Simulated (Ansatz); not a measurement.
## Straining CaAu$_{5}$

The calculation used DFT PBEsol, scalar-relativistic, plane waves, PAW in Ansatz 0.2.0. (420 eV cutoff, 8×8×8 k-mesh, Gaussian smearing of 0.10 eV, no spin polarisation)

Reference structure (relaxed):

```yaml
crystal:
  lattice:
    - [0.00000, 3.86007, 3.86007]
    - [3.86007, 0.00000, 3.86007]
    - [3.86007, 3.86007, 0.00000]
  atoms:
    - { symbol: Ca, position: [0.00000, 0.00000, 0.00000] }
    - { symbol: Au, position: [0.75000, 0.75000, 0.75000] }
    - { symbol: Au, position: [0.37530, 0.87410, 0.37530] }
    - { symbol: Au, position: [0.37530, 0.37530, 0.87410] }
    - { symbol: Au, position: [0.37530, 0.37530, 0.37530] }
    - { symbol: Au, position: [0.87410, 0.37530, 0.37530] }
```

Deformation: all cell vectors scaled alike, the atoms relaxed, all within the symmetry that the strain leaves. Energies are extrapolated to zero smearing. Stress is positive in compression, on the Cartesian axes of the cell above.

Spin–orbit coupling is left out, which can shift energies with elements as heavy as these.

| strain (%) | ΔE (meV/atom) | a (Å) | b (Å) | c (Å) | σxx (GPa) | σyy (GPa) | σzz (GPa) |
| --- | --- | --- | --- | --- | --- | --- | --- |
| -3.0 | ? | 5.295 | 5.295 | 5.295 | ? | ? | ? |
| -2.0 | 28.8 | 5.350 | 5.350 | 5.350 | 8.77 | 8.77 | 8.77 |
| -1.0 | 6.8 | 5.404 | 5.404 | 5.404 | 3.99 | 3.99 | 3.99 |
| +0.0 | 0.0 | 5.459 | 5.459 | 5.459 | -0.05 | -0.05 | -0.05 |
| +1.0 | 6.5 | 5.514 | 5.514 | 5.514 | -3.44 | -3.44 | -3.44 |
| +2.0 | ? | 5.568 | 5.568 | 5.568 | ? | ? | ? |
| +3.0 | 53.0 | 5.623 | 5.623 | 5.623 | -8.59 | -8.59 | -8.59 |

(1) Fill in the row at -3.0 %.

(2) Fill in the row at +2.0 %.

## Answers

(1) ΔE 68.1 meV/atom; σxx 14.39 GPa; σyy 14.39 GPa; σzz 14.39 GPa.

(2) ΔE 24.7 meV/atom; σxx -6.26 GPa; σyy -6.26 GPa; σzz -6.26 GPa.

Cost: 7 runs of about 6.6 core-minutes in all, on Arm Neoverse V1 (shared hosts).